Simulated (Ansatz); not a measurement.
Cr (bcc (W type), Im-3m) at seven volumes, r²SCAN+D4 in the plane-wave PAW code Ansatz, scaled uniformly. One row is withheld.

```
V (Å³/atom)  P (GPa)
-----------  -------
11.627         13.57
12.011          8.29
12.394          3.71
12.777          0.02
13.161         -3.03
13.544             ?
13.927         -7.86
```

Fit the shown pressures and predict the withheld one.

P = (3/2)B₀(x^(7/2) − x^(5/2))[1 + (3/4)(B′ − 4)(x − 1)] with x = (V₀/V)^(2/3). Least squares on the six rows gives V₀ = 12.782 Å³/atom, B₀ = 113 GPa, B′ = 4.99. At V = 13.544, x = 0.9621 and P = -5.66 GPa. The run itself gave -5.49 GPa.

Symmetry was held in the r²SCAN+D4 relaxation, as lowered by the spin order. Magnetic state: antiferromagnetic, chosen from 3 collinear starts compared on coarse meshes (ties went to the first, and starts can fall back to one state), not a proven ground state. Textbook magnetic order: a spin-density-wave antiferromagnet. Other orbital occupations within this spin state were not tried. The pairwise dispersion correction was not fitted to metals.

Potentials: the later of the program's two PAW sets.
